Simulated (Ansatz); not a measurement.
Input file for Ansatz (a first-principles code):

Ansatz 0.2 input:
```yaml
crystal:
  lattice:
    - [-4.1557690001, 4.1557690001, 4.1557690001]
    - [4.1557690001, -4.1557690001, 4.1557690001]
    - [4.1557690001, 4.1557690001, -4.1557690001]
  atoms:
    - { symbol: K, position: [0.0205964513, 0.5, 0.0] }
    - { symbol: K, position: [0.0, 0.0205964513, 0.5] }
    - { symbol: K, position: [0.4794035487, 0.4794035487, 0.4794035487] }
    - { symbol: K, position: [0.5, 0.0, 0.0205964513] }
    - { symbol: Sn, position: [0.0057725774, 0.0057725774, 0.0057725774] }
    - { symbol: Sn, position: [0.5, 0.0, 0.4942274226] }
    - { symbol: Sn, position: [0.4942274226, 0.5, 0.0] }
    - { symbol: Sn, position: [0.0, 0.4942274226, 0.5] }
    - { symbol: O, position: [0.9771281193, 0.25, 0.2271281193] }
    - { symbol: O, position: [0.5228718807, 0.75, 0.2728718807] }
    - { symbol: O, position: [0.2271281193, 0.9771281193, 0.25] }
    - { symbol: O, position: [0.2728718807, 0.5228718807, 0.75] }
    - { symbol: O, position: [0.25, 0.2271281193, 0.9771281193] }
    - { symbol: O, position: [0.75, 0.2728718807, 0.5228718807] }
kpoints:
  mp_grid: { grid: [4, 4, 4] }
  band_path:
    path:
      - [[0.0, 0.0, 0.0], [0.5, -0.5, 0.5], [0.0, 0.0, 0.5], [0.0, 0.0, 0.0], [0.25, 0.25, 0.25], [0.5, -0.5, 0.5]]  # Γ-H-N-Γ-P-H
      - [[0.25, 0.25, 0.25], [0.0, 0.0, 0.5]]  # P-N
      - [VBM, CBM]
    npoints: 12
basis: { xc_grid: 2 }
hamiltonian:
  xc: pbesol
  pseudopotentials: { azcp: { folder: ./paw }, kind: paw_fr }
magnetization: { noncollinear: true, spin_orbit: true }
scf:
  n_extra_bands: 28
  convergence: { dr2_threshold: 0.0000000001 }
  occupations: { method: gaussian, width: 0.01 }
checkpoint: { write: soc.run }
output: { eigenvalues: true }
```

Output (shortened):

```
Pseudopotentials: kind: paw_fr
Pseudopotential: K, paw, valence charge 9
Pseudopotential: Sn, paw, valence charge 14
Pseudopotential: O, paw, valence charge 6
Functional definition: PBEsol
non-collinear run that drives no moment, with spin-orbit …
Crystal: 14 atoms, lattice volume = 287.087 Å³
Basis set: ecut = 420 eV, 5481 PW (Γ), exchange–correlation on 100×100×100 points (8 copies of the dense FFT grid, shifted against one another)
Bands: 156, of which v1, the nominal top of the filled ones, is band 128 counted from 1 (127 counted from 0)
Symmetry: 12 space group operations + 12 with time reversal
k-points: 8 of 64 (time reversal used)
Projection manifold: j_resolved (fully-relativistic pseudo-atomic orbitals)
PAW frozen core: K, regenerated for the run's functional, and the local potential with it
PAW frozen core: Sn, regenerated for the run's functional, and the local potential with it
PAW frozen core: O, regenerated for the run's functional, and the local potential with it
Initial density: superposition of atomic densities (chi_scale 0.1, normalization cell, long waves kept (reshape's long-wave potential 0.10 eV rms))
Initial wavefunctions: pseudopotential atomic-orbital guess
Eigensolver: davidson
Functional: x = pbesol(κ = 0.804, μ = 0.12345679012345678), c = pbesol(β = 0.046)
all-band conjugate gradients solve this SCF's bands
spin=Noncollinear: Resta preconditioning applied to the charge; magnetization (m_x, m_y, m_z) channels mix plain (no charge-response kernel on spin).
SCF 1 converged in 13 iterations: F = -33242.351490 eV  dr2 = 5.23e-12
SCF converged after 13 iterations
Magnetization: |M| = 0.0000 μB,  M = (+0.0000, +0.0000, +0.0000) μB
Absolute magnetization: 0.0000 μB (∫|m|)
  site 0: m = (+0.0000, +0.0000, +0.0000) μB, |m| = 0.0000 μB  (R = 1.16 Å)
  site 1: m = (+0.0000, +0.0000, +0.0000) μB, |m| = 0.0000 μB  (R = 1.16 Å)
  site 2: m = (+0.0000, +0.0000, +0.0000) μB, |m| = 0.0000 μB  (R = 1.16 Å)
  site 3: m = (+0.0000, +0.0000, +0.0000) μB, |m| = 0.0000 μB  (R = 1.16 Å)
  site 4: m = (+0.0000, +0.0000, +0.0000) μB, |m| = 0.0000 μB  (R = 0.85 Å)
  site 5: m = (+0.0000, +0.0000, +0.0000) μB, |m| = 0.0000 μB  (R = 0.85 Å)
  site 6: m = (+0.0000, +0.0000, +0.0000) μB, |m| = 0.0000 μB  (R = 0.85 Å)
  site 7: m = (+0.0000, +0.0000, +0.0000) μB, |m| = 0.0000 μB  (R = 0.85 Å)
  site 8: m = (+0.0000, +0.0000, +0.0000) μB, |m| = 0.0000 μB  (R = 0.85 Å)
  site 9: m = (+0.0000, +0.0000, +0.0000) μB, |m| = 0.0000 μB  (R = 0.85 Å)
  site 10: m = (+0.0000, +0.0000, +0.0000) μB, |m| = 0.0000 μB  (R = 0.85 Å)
  site 11: m = (+0.0000, +0.0000, +0.0000) μB, |m| = 0.0000 μB  (R = 0.85 Å)
  site 12: m = (+0.0000, +0.0000, +0.0000) μB, |m| = 0.0000 μB  (R = 0.85 Å)
  site 13: m = (+0.0000, +0.0000, +0.0000) μB, |m| = 0.0000 μB  (R = 0.85 Å)
Free energy (F): -33242.351490 eV
Harris-Foulkes:  -33242.351490 eV  (|F-HF|=7.28e-12)
Internal energy: -33242.351490 eV  (E = F + TS)
E sigma→0 (E₀):  -33242.351490 eV
Fermi energy:    7.675618 eV
--- Per-component energies (eV) ---
  E_band       = -888.493737
  E_kinetic    = 2700.675324
  E_local      = -9941.191325  (includes V_loc(G=0)·N_el)
  E_nonlocal   = 961.800800
  E_hartree    = 4294.381137
  E_xc         = -1459.171476
  E_vxc        = -1524.273211  (∫ρ·V_xc dr)
  E_paw        = -21183.917814  (= ΣΔE_a)
  E_vpaw       = -1674.273484  (= ΣTr[D̂ρ^β])
  E_aug_tail   = 0.005866  (compensation charges beyond the density's cutoff)
  E_ewald      = -8616.729999
  E_core_change = 1.795997  (= ΣΔE_core)
  E_smearing   =  0.000000  (= −TS)
  E_closure    = 0.000000  (closes the sum)
  Σ components = -33242.351490   (vs F -33242.351490, Δ=0.00e0)
--- Band table (eV; the first three rows and the last of 8) ---
  k-point 0: bands = ["-22.7884", "-22.7884", "-22.7666", "-22.7666", "-22.7666", "-22.7666", "-22.7666", "-22.7666", "-14.8766", "-14.8766", "-14.8766", "-14.8766", "-14.8103", "-14.8103", "-14.8103", "-14.8103", "-14.7750", "-14.7750", "-14.6940", …
  k-point 1: bands = ["-22.7854", "-22.7854", "-22.7702", "-22.7702", "-22.7674", "-22.7674", "-22.7649", "-22.7649", "-14.8859", "-14.8831", "-14.8672", "-14.8597", "-14.8372", "-14.8229", "-14.8016", "-14.7897", "-14.7736", "-14.7527", "-14.7102", …
  k-point 2: bands = ["-22.7800", "-22.7800", "-22.7754", "-22.7754", "-22.7680", "-22.7680", "-22.7644", "-22.7644", "-14.8871", "-14.8871", "-14.8552", "-14.8552", "-14.8394", "-14.8394", "-14.7954", "-14.7954", "-14.7427", "-14.7427", "-14.7199", …
  k-point 7: bands = ["-22.7767", "-22.7767", "-22.7767", "-22.7767", "-22.7767", "-22.7767", "-22.7572", "-22.7572", "-14.8832", "-14.8832", "-14.8832", "-14.8832", "-14.8170", "-14.8170", "-14.7753", "-14.7753", "-14.7753", "-14.7753", "-14.6971", …
  band table: 156 of 156 bands, residual norms ≤ 1.0e-3 eV
```

Cost: about 21 core-minutes (a rough figure) on shared cores.

Space group I2_13. The workflow started from a Materials Project entry (that database holds measured and hypothetical structures alike); the Crystallography Open Database copy checked does not list it. COD files the formula under space group No. 166. Whether it is the stable phase at ambient conditions was not checked. The cell was relaxed with PBEsol under the symmetry of its start; whether a distortion lowers the energy is not shown.

Potentials: the earlier of the program's two PAW sets. The files were generated under PBE; for other functionals the program regenerates the frozen cores, and for LDA and PBEsol the local potential too.

Ansatz is a plane-wave DFT program.
